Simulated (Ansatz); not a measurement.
# CrOs: which magnetic state is lowest?

All numbers below come from Ansatz 0.2.0, DFT PBE, scalar-relativistic, plane waves, PAW.

```cif
data_structure
_symmetry_space_group_name_H-M 'P 1'
_symmetry_Int_Tables_number 1
_cell_length_a 4.5369
_cell_length_b 4.5369
_cell_length_c 4.5369
_cell_angle_alpha 34.340
_cell_angle_beta 34.340
_cell_angle_gamma 34.340
_cell_volume 26.50
loop_
_atom_site_label
_atom_site_type_symbol
_atom_site_fract_x
_atom_site_fract_y
_atom_site_fract_z
_atom_site_occupancy
Cr1 Cr 0.00000 0.00000 0.00000 1
Os1 Os 0.50000 0.50000 0.50000 1
```

```
plane-wave cutoff                               : 420 eV
Γ-centred k-mesh                                : 18×18×18
occupation rule                                 : Gaussian smearing, 0.1 eV
list of starting moments (μB, in atom order)    : 4.5 0
check for lower electronic states after the SCF : off
```

Each order was relaxed in cell and atoms. A propagation vector, in units of the reciprocal vectors, doubles the cell, which takes an equally dense mesh. Site moments are spin moments in atom-centred spheres that scale with the neighbour distance. The states are those that the runs reached from these starts; a lower one can exist.

Starts tried: no spin; large parallel starting moments; antiferromagnetic, doubled cell, propagation vector (0, 0, 1/2). Which state comes out lowest, and what are the moments?

The lowest state is antiferromagnetic, reached from the start “antiferromagnetic, doubled cell, propagation vector (0, 0, 1/2)”, with site moments (μB) Cr +0.22, Cr -0.22. The next state lies only 0.05 meV/atom higher, which mesh, smearing and relaxation can turn, so the order isn't settled.

```
                                                          start ends energy above lowest (meV/atom) site moments (μB) gap on mesh (eV) volume (Å³/atom)
                                                        no spin non-magnetic                            0.05      none over 0.05             metal             13.25
                                large parallel starting moments non-magnetic                            0.05      none over 0.05             metal             13.25
antiferromagnetic, doubled cell, propagation vector (0, 0, 1/2) antiferromagnetic                            0.00  Cr +0.22, Cr -0.22             metal             13.26
```

Cost: 3 runs of about 8.9 core-minutes in all, on Intel Xeon Platinum 8488C (Sapphire Rapids) (shared hosts).